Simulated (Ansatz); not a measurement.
A relaxed structure of CoSi$_{2}$. Computed with r2SCAN (plane waves to 500 eV, PAW, scalar-relativistic; Ansatz, an electronic-structure program).

```
CELL_PARAMETERS angstrom
      0.00000     2.65735     2.65735
      2.65735     0.00000     2.65735
      2.65735     2.65735     0.00000
ATOMIC_POSITIONS crystal
  Co 0.00000 0.00000 0.00000
  Si 0.25000 0.25000 0.25000
  Si 0.75000 0.75000 0.75000
```

Question: Find the space group and the Wyckoff positions (tolerance 0.01 Å).

Answer: Space group Fm-3m (No. 225); a = 5.315 Å, b = 5.315 Å, c = 5.315 Å, α = 90.00°, β = 90.00°, γ = 90.00°

```
atom  site  symmetry       x       y       z
----  ----  --------  ------  ------  ------
Co      4a      m-3m  0.0000  0.0000  0.0000
Si      8c      -43m  0.2500  0.2500  0.2500
```

This is the AFLOW prototype AB2_cF12_225_a_c (C1, as in CaF2).

Question: Give the shortest distances between elements (the closest pairs, up to four, under 3.6 Å).

Answer: Co–Si 2.30 Å; Si–Si 2.66 Å.

```json
{
 "volume_per_atom": "12.51 Å³",
 "density": "5.09 g/cm³",
 "band_gap": "zero (metallic)",
 "magnetic_moment": "zero (the starting moments vanished)"
}
```

No spin polarisation in the result: the starting moments vanished. The relaxed primitive cell holds an odd number of electrons. A magnetic state may lie lower.

The run could not lose the symmetry of its start.

All atoms sit on sites fixed by symmetry, so only the cell could relax.
